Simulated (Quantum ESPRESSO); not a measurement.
## Kohn-Sham bands of PbSe (Cmcm)

```xyz
4
Lattice="4.3098 0.0000 0.0000 0.0000 0.0000 -4.4505 -2.1549 6.1339 0.0000" Properties=species:S:1:pos:R:3 pbc="T T T"
Pb     2.1549    -1.6164    -1.1126
Pb    -2.1549     1.6164     1.1126
Se     0.0000     1.7017    -1.1126
Se     0.0000    -1.7017     1.1126
```

Structure: Materials Project mp-1063670, symmetrised, not relaxed again. Not found in the COD (Crystallography Open Database) copy used, which has the formula in other groups; not checked further. Computed values, not measurements, from PBEsol: Quantum ESPRESSO (norm-conserving PseudoDojo potentials, cutoff 69 Ry, spinors with spin-orbit coupling) on a Γ-centred 4×4×4 mesh, then Wannier90. Density: 8×8×8 mesh, Gaussian smearing 0.01 Ry.

Energies are relative to the valence-band maximum; weights are on the orthonormalised atomic waves of the pseudopotential files, averaged over the group. 60 electrons a cell are treated as valence.

| bands | from (eV) | to (eV) | filling | weight on atomic waves |
|---|---|---|---|---|
| 1–8 | -47.48 | -47.48 | filled | … |
| 9–20 | -46.59 | -46.58 | filled | … |
| 21–28 | -17.78 | -17.75 | filled | … |
| 29–40 | -15.28 | -15.14 | filled | … |
| 41–44 | -13.14 | -11.65 | filled | … |
| 45–48 | -8.39 | -6.19 | filled | … |
| 49–60 | -4.42 | -0.04 | filled | … |

Question: Which atomic shells make up each group?

Answer: 
- 1–8, weight on atomic waves: Se 3d 100 %
- 9–20, weight on atomic waves: Se 3d 100 %
- 21–28, weight on atomic waves: Pb 5d 100 %
- 29–40, weight on atomic waves: Pb 5d 99 %
- 41–44, weight on atomic waves: Se 4s 79 %, Pb 6p 13 %, Pb 6s 5 %
- 45–48, weight on atomic waves: Pb 6s 74 %, Se 4p 16 %, Se 4s 7 %
- 49–60, weight on atomic waves: Se 4p 68 %, Pb 6p 25 %, Pb 6s 5 %

The Kohn-Sham gap over both meshes and the path is 0.42 eV.
